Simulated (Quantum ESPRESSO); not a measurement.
**Band energies of MgI₂ monolayer**

```xyz
3
Lattice="4.1302 0.0000 0.0000 -2.0651 3.5769 0.0000 0.0000 0.0000 16.3000" Properties=species:S:1:pos:R:3 pbc="T T T"
Mg     0.0000     0.0000     0.0000
I      0.0000     2.3846     1.6666
I      2.0651     1.1923    -1.6666
```

PBEsol (Quantum ESPRESSO, PseudoDojo norm-conserving, 84 Ry, with spin-orbit coupling); path ΓMKΓ; energies in eV from the valence-band maximum.

| k (1/Å) | point | band 24 | band 25 | band 26 | band 27 | band 28 | band 29 | band 30 | band 31 |
|---|---|---|---|---|---|---|---|---|---|
| 0.00 | Γ | 0.00 | 3.74 | 3.74 | 4.47 | 4.47 | 6.34 | 6.34 | 6.37 |
| 0.11 |  | -0.09 | 3.91 | 3.91 | 4.65 | 4.65 | 6.07 | 6.07 | 6.43 |
| 0.22 |  | -0.22 | 4.25 | 4.25 | 5.03 | 5.03 | 5.81 | 5.81 | 6.39 |
| 0.33 |  | -0.31 | 4.40 | 4.40 | 5.16 | 5.16 | 5.97 | 5.97 | 6.28 |
| 0.44 |  | -0.39 | 4.16 | 4.16 | 5.20 | 5.20 | 5.85 | 5.85 | 6.68 |
| 0.55 |  | -0.47 | 3.81 | 3.81 | 5.12 | 5.12 | 5.68 | 5.68 | 6.72 |
| 0.66 |  | -0.55 | 3.52 | 3.52 | 5.04 | 5.04 | 5.48 | 5.48 | 6.49 |
| 0.77 |  | -0.60 | 3.33 | 3.33 | 5.02 | 5.02 | 5.30 | 5.30 | 6.30 |
| 0.88 | M | -0.62 | 3.26 | 3.26 | 5.03 | 5.03 | 5.22 | 5.22 | 6.23 |
| 1.01 |  | -0.72 | 3.46 | 3.46 | 5.30 | 5.30 | 5.36 | 5.36 | 6.30 |
| 1.13 |  | -0.88 | 3.84 | 3.84 | 5.81 | 5.81 | 5.86 | 5.86 | 6.38 |
| 1.26 |  | -0.98 | 4.06 | 4.06 | 6.01 | 6.01 | 6.11 | 6.11 | 6.86 |
| 1.39 | K | -1.04 | 4.09 | 4.09 | 6.04 | 6.04 | 6.09 | 6.09 | 7.64 |
| 1.48 |  | -0.99 | 4.10 | 4.10 | 5.92 | 5.92 | 6.21 | 6.21 | 7.40 |
| 1.57 |  | -0.90 | 4.13 | 4.13 | 5.77 | 5.77 | 6.36 | 6.36 | 7.12 |
| 1.66 |  | -0.81 | 4.21 | 4.21 | 5.67 | 5.67 | 6.42 | 6.42 | 6.94 |
| 1.75 |  | -0.72 | 4.31 | 4.31 | 5.64 | 5.64 | 6.33 | 6.33 | 6.79 |
| 1.85 |  | -0.64 | 4.42 | 4.42 | 5.68 | 5.68 | 6.10 | 6.10 | 6.49 |
| 1.94 |  | -0.55 | 4.52 | 4.52 | 5.77 | 5.77 | 5.83 | 5.83 | 6.15 |
| 2.03 |  | -0.45 | 4.57 | 4.57 | 5.60 | 5.60 | 5.73 | 5.73 | 6.04 |
| 2.12 |  | -0.33 | 4.44 | 4.44 | 5.34 | 5.34 | 5.61 | 5.61 | 6.23 |
| 2.22 |  | -0.20 | 4.14 | 4.14 | 4.93 | 4.93 | 5.83 | 5.83 | 6.43 |
| 2.31 |  | -0.07 | 3.86 | 3.86 | 4.60 | 4.60 | 6.12 | 6.12 | 6.41 |
| 2.40 | Γ | 0.00 | 3.74 | 3.74 | 4.47 | 4.47 | 6.34 | 6.34 | 6.37 |

The PBEsol gap is indirect, 3.26 eV, from Γ to M; the smallest direct gap is 3.74 eV. The valence-band maximum lies 6.00 eV below the vacuum level.

Geometry relaxed with PBEsol.

This is a model layer cut from the bulk structure; whether it is stable on its own was not checked.
